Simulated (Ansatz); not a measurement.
CaCd3F8 on the sites of the fluorite structure (relaxed group Cmmm) was relaxed with 3 functionals in Ansatz, cell and atoms free, the symmetry of the start kept (meshes: PBE 4×4×6, r2SCAN 4×4×6, PBEsol 4×4×6). The cell comes from a prototype generator: it can be a known phase or a hypothetical one. Spin polarisation is off.

The PBE result:
```
Cd F Ca
1.0
     3.88455   -5.49002    0.00000
     3.88455    5.49002    0.00000
     0.00000    0.00000    3.87979
Cd F Ca
3 8 1
Cartesian
  1.9423 2.7450 0.0000
  3.8845 0.0000 1.9399
  1.9423 -2.7450 0.0000
  1.9437 -1.3712 1.9399
  1.9437 1.3712 1.9399
  3.8845 -4.1176 0.0000
  3.8845 -1.3716 0.0000
  3.8845 1.3716 0.0000
  3.8845 4.1176 0.0000
  5.8254 -1.3712 1.9399
  5.8254 1.3712 1.9399
  0.0000 0.0000 1.9399
```

The symmetry is Cmmm (No. 65, orthorhombic); a = 7.769 Å, b = 10.980 Å, c = 3.880 Å in the conventional setting, 13.79 Å³ an atom. Cd has 8 F at 2.38 Å; F has 3 Cd at 2.38 Å and 1 Ca at 2.38 Å; F has 2 Ca at 2.38 Å and 2 Cd at 2.38 Å; F has 4 Cd at 2.38 Å; Ca has 8 F at 2.38 Å.

Question: What lattice does r2SCAN give?

Answer: a = 7.643 Å, b = 10.804 Å, c = 3.817 Å; the volume differs by -4.8 % from PBE's. Cd has 8 F at 2.34 Å; F has 3 Cd at 2.34 Å and 1 Ca at 2.35 Å (further sites aren't listed).

Question: What lattice does PBEsol give?

Answer: a = 7.636 Å, b = 10.789 Å, c = 3.812 Å; the volume differs by -5.1 % from PBE's. Cd has 8 F at 2.34 Å; F has 3 Cd at 2.33–2.34 Å and 1 Ca at 2.34 Å; Cd has 8 F at 2.33 Å (further sites aren't listed).

Question: Held at the r2SCAN cell, what mean stress does PBE find, and does its sign point to its own minimum?

Answer: Yes. PBE +4.91 GPa, and its relaxed volume is +5.0 % from r2SCAN's. Compression counts positive, so a positive stress asks for a larger cell.
